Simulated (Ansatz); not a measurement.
The slice is one period of a (0001) plane through atoms; its size isn't given.

Calculation: PBE (plane waves to 420 eV, PAW, scalar-relativistic; Ansatz, a first-principles code). Near the nuclei the fields are pseudised (PAW); where an atom keeps semicore shells as valence, they peak there.

```
|99999999775533110000000011335577999999|
|99999988664422110000000011224466889999|
|99998877553322110000000011223355778899|
|77776655332211110000000011112233556677|
|55444433221111000000000000111122334444|
|22222211110000000000000000000011112222|
|11110000000000000000000000000000000011|
|00000000000000000011110000000000000000|
|00000000000000111111111111000000000000|
|00000000000011222222222222110000000000|
|00000000001122334455554433221100000000|
|00000000112244667777777766442211000000|
|00000011224466778899998877664422110000|
|00000011335577999999999999775533110000|
|00000022446688999999999999886644220000|
|00001122446688999999999999886644221100|
|00001122446688999999999999886644221100|
|00001111335577999999999999775533111100|
|00001111224466778899998877664422111100|
|00000011113344667777777766443311110000|
|00000011111122334455554433221111110000|
|00000000001111112222222211111100000000|
|00000000000000000011110000000000000000|
|11110000000000000000000000000000000011|
|11111100000000000000000000000000001111|
|22222211110000000000000000000011112222|
|55444433221100000000000000001122334444|
|77776655332200000000000000002233556677|
|99998877553311000000000000113355778899|
|99999988664422110000000011224466889999|
|99999999775522110000000011225577999999|
|99999999775533110000000011335577999999|
```
Scale: ten equal steps from -1.10 (start of '0') to 0.55 (end of '9'), in the order '0123456789'. Values: log₁₀ of the valence density in e/Å³. The map has 19 points along u (two characters each, u = 0 at the left) and 32 along v (v = 0 in the bottom row). The scale is logarithmic, as a density can span decades between atoms and voids.

```
|xxx@@+. .::. .+@@xx|
|xx@@%=  :==:  =%@@x|
|@@@%+: .-++-. :+%@@|
|@@%+:  :+##+:  :+%@|
|++-.  .=*##*=.  .-+|
|.    .:+####+:.    |
|     :-=+**+=-:    |
|   ..::::::::::..  |
|:::...        ...::|
|--:.     ..     .:-|
|-:.    :=++=:    .:|
|::.  .=#%@@%#=.  .:|
|:.   =#@@@@@@#=   .|
|..  :*@@xxxx@@*:  .|
|..  -%@@xxxx@@%-  .|
|:.  -%@xxxxxx@%-  .|
|:.  -#@@xxxx@@#-  .|
|=-. :*@@xxxx@@*: .-|
|*=: .-#@@@@@@#-. :=|
|#*-. .=#%@@%#=. .-*|
|%#+:   :=++=:   :+#|
|##*=.    ..    .=*#|
|**+=:.        .:=+*|
|:::::...    ...::::|
|    ....::::....   |
|..    ..:--:..    .|
|+=-.   .:--:.   .-=|
|@@%+:   .::.   :+%@|
|@@@@*:  .::.  :*@@@|
|xx@@%=   ..   =%@@x|
|xxx@@+.  ..  .+@@xx|
|xxx@@*.  ..  .*@@xx|
```
Scale: ten equal steps from 0.09 (start of ' ') to 0.87 (end of '@'), in the order ' .:-=+*#%@'. Values: electron localisation function (ELF). The map has 19 points along u (one character each, u = 0 at the left) and 32 along v (v = 0 in the bottom row). Points within 0.5 Å of a nucleus are blanked (x), as the pseudised field means little there.

### Question
Which relaxed crystal do these maps come from?
A) Y (hcp, Mg type)
B) Zn (hcp, Mg type)
C) Mg (hcp, Mg type)

### Answer
A, Y (hcp, Mg type). Atoms on the slice: Y at (0.00, 0.00); Y at (0.50, 0.50)

All were relaxed with their symmetry unable to fall. The PAW data are Ansatz's earlier set. Y is run without spin polarisation.
